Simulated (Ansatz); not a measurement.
EuO (rock salt)

```xyz
2
Lattice="0.0000 2.4828 2.4828 2.4828 0.0000 2.4828 2.4828 2.4828 0.0000" Properties=species:S:1:pos:R:3 pbc="T T T"
O      0.0000     0.0000     0.0000
Eu     2.4828     2.4828     2.4828
```

Equation-of-state scan: isotropic scaling of the cell above, V₀ being its volume. Symmetry pins the atoms to their sites.

Computed with PBEsol (plane waves to 420 eV, PAW, scalar-relativistic; Ansatz, an electronic-structure program). k mesh 16×16×16 (Γ-centred), Fermi-Dirac smearing 0.05 eV. E stands for the smeared free energy. EuO is run spin-polarised and with no Hubbard U. EuO was relaxed with its symmetry unable to fall. Relaxed EuO ends ferromagnetic. The relaxed volume of EuO is well below the measured one. Other magnetic orders were not checked, so this need not be the ground state. The f-shell state is unchecked: a lower one may exist. ΔE is measured from the relaxed starting cell. The last digit holds for this mesh only.

| V (Å³/atom) | ΔE (meV/atom) |
|---|---|
| 13.773 | 65.8 |
| 14.156 | 35.1 |
| 14.539 | 14.8 |
| 14.921 | 3.5 |
| 15.304 | 0.0 |
| 15.686 | 3.2 |
| 16.069 | 12.1 |
| 16.452 | 25.9 |
| 16.834 | 44.1 |

Problem. What is the fitted pressure derivative B₀′?

Solution. 4.9.

Problem. What bulk modulus B₀ follows from a third-order Birch-Murnaghan fit?

Solution. 112 GPa. Check by three points about V = 15.304 Å³/atom, step 0.765: d²E/dV² ≈ (15 − 2·0 + 12) meV / 0.765² = 0.0461 eV/Å⁶, and V·d²E/dV² × 160.2 = 113 GPa.

(Under strain, the slope of the energy per volume gives the stress and its curvature an elastic modulus.)
